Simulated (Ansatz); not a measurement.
Relaxed-ion elastic tensor of AlN (wurtzite, P6_3mc) in GPa (Voigt order), the program Ansatz at the PBEsol level (PAW); density 3.25 g/cm³, 10.46 Å³ per atom.

|  | 1 | 2 | 3 | 4 | 5 | 6 |
|---|---|---|---|---|---|---|
| 1 | 379 | 137 | 107 | 0.0 | 0.0 | 0.0 |
| 2 | 137 | 379 | 107 | 0.0 | 0.0 | 0.0 |
| 3 | 107 | 107 | 353 | 0.0 | 0.0 | 0.0 |
| 4 | 0.0 | 0.0 | 0.0 | 111 | 0.0 | 0.0 |
| 5 | 0.0 | 0.0 | 0.0 | 0.0 | 111 | 0.0 |
| 6 | 0.0 | 0.0 | 0.0 | 0.0 | 0.0 | 121 |

Task: Is the crystal mechanically stable?

Result: Yes: the smallest eigenvalue of C is 111 GPa.

Task: Work out the Voigt, Reuss and Hill averages.

Result: K_V = 201, K_R = 200, K_H = 201; G_V = 119, G_R = 119, G_H = 119 GPa.

Task: Give Young's modulus, Poisson's ratio, Pugh's ratio and the universal anisotropy index.

Result: E = 9KG/(3K + G) = 298 GPa; ν = 0.25; K/G = 1.69 (near the Pugh limit of 1.75, no verdict); A_U = 5G_V/G_R + K_V/K_R − 6 = 0.03.

Task: Estimate the sound speeds and the Debye temperature.

Result: v_l = √((K + 4G/3)/ρ) = 10500 m/s, v_t = √(G/ρ) = 6050 m/s, mean 6720 m/s; Θ = (h/k)(3n/4πV)^(1/3) v_m = 915 K.

Task: Solve the Christoffel equation for the three sound speeds along x, y, z.

Result: Eigenvalues of C_ijkl n_j n_l equal ρv² (piezoelectric stiffening left out). In km/s, slowest first: x 5.84, 6.10, 10.79; y 5.84, 6.10, 10.79; z 5.84, 5.84, 10.42.

Task: How much does each axis shrink under pressure?

Result: Linear compressibilities β_i = Σ_j S_ij (j = 1 to 3): x 1.5, y 1.5, z 1.9 per TPa.

The cell was relaxed with PBEsol under the symmetry of its start.

Potentials: the later of the program's two PAW sets.
